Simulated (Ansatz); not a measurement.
Polymorphs of HfS2, each relaxed with HSE06 (plane waves, PAW; program Ansatz):

A: fluorite (Fm-3m)
a = 6.213 Å, b = 6.213 Å, c = 6.213 Å, α = 90.00°, β = 90.00°, γ = 90.00°

| atom | site | symmetry | x | y | z |
|---|---|---|---|---|---|
| Hf | 4a | m-3m | 0.0000 | 0.0000 | 0.0000 |
| S | 8c | -43m | 0.2500 | 0.2500 | 0.2500 |

B: anatase (I4_1/amd)
a = b = 5.0210 Å, c = 11.4000 Å, α = β = γ = 90.00°

| atom | site | symmetry | x | y | z |
|---|---|---|---|---|---|
| Hf | 4b | -4m2 | 0.0000 | 0.0000 | 0.5000 |
| S | 8e | 2mm. | 0.0000 | 0.0000 | 0.2791 |

### Question
Put the candidates in order of energy per atom at 0 K, lowest first, for HSE06.

### Answer
B (+0 meV/atom), A (+240 meV/atom)

### Question
Give each one's gap.

### Answer
A 0.27 eV; B 1.50 eV.

Constructed cells (a structure type filled with these elements, in neither database checked): A; B. All cells were relaxed under the symmetry of their starts (and spin orders); stability against distortions was not tested throughout. Rows with no word on spin ran without spin polarisation. Spin–orbit coupling is left out wherever it is not named.

Potentials: the later of the program's two PAW sets.
